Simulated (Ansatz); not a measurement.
This is a single-point calculation with the plane-wave code Ansatz on GaBAs2, ordered on the zincblende lattice (I-42d) with 8 atoms a cell; the level of theory is PBE0. The geometry is the r2SCAN minimum.

Input (YAML):
```yaml
crystal:
  lattice:
    - [-2.6349550274, 2.6349550274, 5.1058354695]
    - [2.6349550274, -2.6349550274, 5.1058354695]
    - [2.6349550274, 2.6349550274, -5.1058354695]
  atoms:
    - { symbol: B, position: [0.0, 0.0, 0.0] }
    - { symbol: As, position: [0.375, 0.3233544014, 0.4483544014] }
    - { symbol: B, position: [0.75, 0.25, 0.5] }
    - { symbol: As, position: [0.0733544014, 0.625, -0.0516455986] }
    - { symbol: Ga, position: [0.5, 0.5, 0.0] }
    - { symbol: As, position: [0.875, 0.9266455986, 0.5516455986] }
    - { symbol: Ga, position: [0.25, 0.75, 0.5] }
    - { symbol: As, position: [0.6766455986, 0.125, 0.0516455986] }
kpoints:
  mp_grid: { grid: [4, 4, 4] }
  band_path:
    path:
      - [0.0, 0.0, 0.0]
      - [0.0, 0.0, 0.5]
      - [0.25, 0.25, 0.25]
      - [0.0, 0.5, 0.0]
      - [0.5, 0.5, -0.5]
      - [0.3165813798, 0.6834186202, -0.3165813798]
      - [-0.3165813798, 0.3165813798, 0.3165813798]
      - [-0.1331627596, 0.1331627596, 0.5]
      - [0.5, 0.5, -0.1331627596]
      - [0.166667, 0.166667, -0.166667]
      - [0.05, 0.05, -0.05]
    npoints: 1
hamiltonian:
  xc: pbe0
scf:
  occupations: { method: fixed }
  n_extra_bands: 6
output:
  forces: true
  stress: true
  eigenvalues: true
  write_density: true
  write_potential: true
  elf: true
  volumetric_format: npy
```

Command: `ansatz run input.yaml --threads 4 --pin off --max-ram 6451MiB --backend cpu --events-out ev --progress --plain --runs-dir out`. It took 3.4 min on 4 threads of AMD EPYC 7R43 64-Core Processor (Zen 3) (shared host), load about 0.3 per core; peak host memory 2.8 GiB.

Abridged output:
```
scf.n_extra_bands = 6 over 46 filled bands (N_el = 92.0): the run solves 52 bands
Pseudopotential: B, paw, valence charge 3, recommended cutoff 420 eV (normal)
Pseudopotential: As, paw, valence charge 15, recommended cutoff 420 eV (normal)
Pseudopotential: Ga, paw, valence charge 13, recommended cutoff 420 eV (normal)
Functional definition: PBE0
Crystal: 8 atoms, lattice volume = 141.799 Å³
Basis set: ecut = 420 eV, 2761 PW (Γ)
Symmetry: 8 space group operations
Space group: I-42d (ITA 122)
k-points: 13 of 64 (time reversal used)
[warm-up without exact exchange]
SCF iter   1: HF=-27303.073693 eV  Δρ=2.28e-3  dr2=1.43e-2
SCF iter   2: HF=-27303.071845 eV  Δρ=1.33e-3  dr2=3.94e-3
SCF iter   3: HF=-27303.071163 eV  Δρ=5.25e-4  dr2=3.23e-4
SCF iter   4: HF=-27303.071290 eV  Δρ=1.67e-4  dr2=4.17e-5
SCF 1 stopped early in 4 iterations: F = -27303.071264 eV  dr2 = 4.17e-5
[exact exchange on]
SCF iter   1: HF=-27309.325408 eV  Δρ=1.05e-2  dr2=7.00e-2
preconditioner: auto → none  [insulator: Δε(μ)=2.117 eV  ℏωp=22.5 eV]
SCF iter   2: HF=-27309.277556 eV  Δρ=2.83e-3  dr2=1.32e-2
SCF iter   3: HF=-27309.275497 eV  Δρ=1.78e-3  dr2=6.00e-3
SCF iter   4: HF=-27309.315962 eV  Δρ=2.02e-3  dr2=2.56e-3
SCF iter   5: HF=-27309.315140 eV  Δρ=7.57e-4  dr2=4.07e-4
SCF iter   6: HF=-27309.314990 eV  Δρ=1.90e-4  dr2=2.22e-4
SCF iter   7: HF=-27309.316256 eV  Δρ=2.30e-4  dr2=7.15e-5
SCF iter   8: HF=-27309.316235 eV  Δρ=1.38e-5  dr2=8.76e-6
SCF 2 stopped early in 8 iterations: F = -27309.316234 eV  dr2 = 8.76e-6
hybrid outer 1: dexx = +4.827e-2 eV, tail = 2.87e-4 eV
SCF iter   1: HF=-27309.317070 eV  Δρ=6.85e-5  dr2=5.77e-6
SCF iter   2: HF=-27309.317083 eV  Δρ=3.81e-5  dr2=2.00e-6
SCF iter   3: HF=-27309.317082 eV  Δρ=1.79e-5  dr2=2.97e-7
SCF iter   4: HF=-27309.317083 eV  Δρ=4.90e-6  dr2=4.23e-8
SCF iter   5: HF=-27309.317083 eV  Δρ=6.43e-7  dr2=3.39e-9
SCF iter   6: HF=-27309.317083 eV  Δρ=5.65e-7  dr2=7.02e-10
SCF 3 converged in 6 iterations: F = -27309.317083 eV  dr2 = 7.02e-10
hybrid outer 2: dexx = +1.025e-5 eV, tail = 1.93e-7 eV, Δε = 4.27e-3 eV, ΔF = 9.35e-3 eV/Å
SCF iter   1: HF=-27309.317084 eV  Δρ=2.63e-6  dr2=7.65e-9
SCF iter   2: HF=-27309.317084 eV  Δρ=6.88e-7  dr2=6.11e-10
SCF 4 converged in 2 iterations: F = -27309.317084 eV  dr2 = 6.11e-10
hybrid outer 3: dexx = +2.423e-9 eV, tail = 2.04e-9 eV, Δε = 6.88e-5 eV, ΔF = 3.19e-5 eV/Å
NSCF: frozen V_eff on 11 k-points
Free energy (F): -27309.317084 eV
Fermi energy:    8.934613 eV
--- Forces (eV/Å), atoms counted from 1 ---
  atom   1  B       0.00000      0.00000      0.00000
  atom   2  As    -0.11999      0.00000      0.00000
  atom   3  B       0.00000      0.00000      0.00000
  atom   4  As      0.00000    -0.11999      0.00000
  atom   5  Ga      0.00000      0.00000      0.00000
  atom   6  As      0.11999      0.00000      0.00000
  atom   7  Ga      0.00000      0.00000      0.00000
  atom   8  As      0.00000      0.11999      0.00000
--- Stress (GPa, compression-positive) ---
       -0.250238       0.000000       0.000000
        0.000000      -0.250238       0.000000
        0.000000       0.000000      -0.451430
  P = ⅓ Tr σ = -0.3173 GPa (-3.173 kbar)
--- Band table (eV; the first three rows and the last of 13) ---
  k-point 0: bands = […, 4.1958, 5.6611, 5.6611, 8.9070, 8.9346, 8.9346, 11.2339, 11.2863, 12.6115, 13.5289, …]
  k-point 1: bands = […, 5.0644, 5.6752, 6.3330, 6.7413, 7.1735, 8.5110, 11.8718, 13.5281, 13.5831, 13.7962, …]
  k-point 2: bands = […, 6.7693, 6.7693, 7.4197, 7.4197, 7.7401, 7.7401, 11.8008, 11.8008, 13.3173, 13.3173, …]
  k-point 12: bands = […, 5.7368, 5.7368, 6.3225, 6.3225, 7.0929, 7.0929, 11.7547, 11.7547, 11.7727, 11.7727, …]
```

The rows of the band table are 0: (0, 0, 0) = Γ, 1: (0, 0, 1/4), 2: (0, 0, -1/2) = X, 12: (-1/2, -1/2, -1/2) = M.

The file bands.tsv (bands near the Fermi energy, numbered from 0, rounded):
```tsv
# k_distance	band_41	band_42	band_43	band_44	band_45	band_46	band_47	band_48	band_49
# fermi_ev = 8.934613
# [0, 0, 0] at k_distance = 0.000000
# [0, 0, 0.5] at k_distance = 0.843066
# [0.25, 0.25, 0.25] at k_distance = 1.150713
# [0, 0.5, 0] at k_distance = 1.746851
# [0.5, 0.5, -0.5] at k_distance = 2.417692
# [0.3165813798, 0.6834186202, -0.3165813798] at k_distance = 2.855063
# [-0.3165813798, 0.3165813798, 0.3165813798] at k_distance = 3.547461
# [-0.1331627596, 0.1331627596, 0.5] at k_distance = 3.984832
# [0.5, 0.5, -0.1331627596] at k_distance = 4.677230
# [0.166667, 0.166667, -0.166667] at k_distance = 5.419421
# [0.05, 0.05, -0.05] at k_distance = 5.562990
# levels_relative_to = fermi_ev
0.000	-3.274	-3.274	-0.028	0.000	0.000	2.299	2.352	3.677	4.594
0.843	-2.165	-1.515	-1.515	-1.195	-1.195	2.866	2.866	4.383	4.383
1.151	-2.880	-1.630	-1.630	-1.480	-1.480	3.542	3.542	4.130	4.130
1.747	-3.692	-2.745	-2.632	-1.792	-1.335	4.449	4.488	4.995	5.200
2.418	-3.198	-2.612	-2.612	-1.842	-1.842	2.820	2.820	2.838	2.838
2.855	-3.733	-2.864	-2.827	-1.515	-1.042	2.806	3.996	4.850	5.166
3.547	-3.733	-2.864	-2.827	-1.515	-1.042	2.806	3.996	4.850	5.166
3.985	-2.839	-1.659	-1.659	-1.507	-1.507	3.299	3.299	5.302	5.302
4.677	-2.839	-1.659	-1.659	-1.507	-1.507	3.299	3.299	5.302	5.302
5.419	-3.114	-3.114	-0.955	-0.522	-0.522	2.138	2.923	4.125	4.681
5.563	-3.259	-3.259	-0.131	-0.055	-0.055	2.224	2.464	3.766	4.654
```
In order the rows are Γ, X, P, N, M, S, S₀, R, G, Γ–M (0.33), Γ–M (0.10).

Planar averages along the third cell vector, from rho_z.tsv and v_z.tsv (valence density with its augmentation; electrostatic potential energy of an electron, of which only differences have a meaning):
```tsv
z (Å)	ρ (e/Å³)	v_es (eV)
0.00	1.262	5.34
0.28	1.106	5.48
0.56	0.785	5.92
0.84	0.503	6.67
1.12	0.333	7.49
1.40	0.260	8.00
1.55	0.250	8.08
1.83	0.271	7.91
2.11	0.365	7.30
2.39	0.564	6.46
2.67	0.867	5.78
2.95	1.170	5.41
3.23	1.251	5.34
3.51	1.031	5.56
3.79	0.705	6.08
4.07	0.450	6.88
4.35	0.307	7.66
4.64	0.253	8.06
4.78	0.250	8.08
5.06	0.287	7.80
5.34	0.404	7.09
5.62	0.631	6.26
5.90	0.950	5.66
6.18	1.220	5.37
```

The PBE0 gap is indirect, 2.14 eV (Γ to Γ–M (0.33 of the way from Γ)), below the direct gap of 2.28 eV at Γ–M (0.10 of the way from Γ). Edges are sought over the mesh and the listed points. The mean stress, -0.3 GPa, is small, and the program warns that its thresholds are loose for a hybrid's stress. The largest force is 0.12 eV/Å.

Simulation only: spin-unpolarised, and no claim that this is the phase found in nature.

Spin-orbit coupling is left out.

The meshes of the hybrids are coarse, so their gaps aren't converged to the digits shown.
